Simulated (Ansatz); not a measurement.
LiGa:
```
LiGa
1.0
    0.00000     3.08503     3.08503
    3.08503     0.00000     3.08503
    3.08503     3.08503     0.00000
Li Ga
2 2
Direct
  0.50000   0.50000   0.50000
  0.75000   0.75000   0.75000
  0.00000   0.00000   0.00000
  0.25000   0.25000   0.25000
```

Relaxed with r²SCAN. Special points in fractions of this cell's reciprocal vectors: Γ (0.000, 0.000, 0.000); X (0.500, 0.000, 0.500); U (0.625, 0.250, 0.625); K (0.375, 0.375, 0.750); L (0.500, 0.500, 0.500); W (0.500, 0.250, 0.750).

Task: List the band energies nearest the Fermi level at these points for r²SCAN (plane waves, PAW; program Ansatz).

Result: In eV from the Fermi level; about four levels below and three above (degenerate sets whole), none deeper than 8.9 eV; points with the same levels are listed once.

```json
[
 {"k": "Γ", "below": "–", "above": "0.31 0.31 0.31"},
 {"k": "X", "below": "-7.81 -7.81 -3.67 -3.67", "above": "0.02 0.02 7.89 7.89"},
 {"k": "U", "below": "-8.25 -7.29 -4.57 -3.14", "above": "0.14 2.61 5.52"},
 {"k": "L", "below": "-6.86 -1.34 -1.34", "above": "0.04 0.96 0.96"},
 {"k": "W", "below": "-7.73 -7.73 -4.22 -4.22", "above": "2.31 2.31 3.97 3.97"}
]
```

Space group Fd-3m. The workflow started from a Materials Project entry (that database holds measured and hypothetical structures alike); the Crystallography Open Database files this formula in space group No. 227, but the cells were not matched. Its standing as an ambient phase is unchecked. The r²SCAN relaxation kept the symmetry of its start; whether a distortion lowers the energy is not shown. Spin–orbit coupling is left out wherever it is not named.

Potentials: the later of the program's two PAW sets.
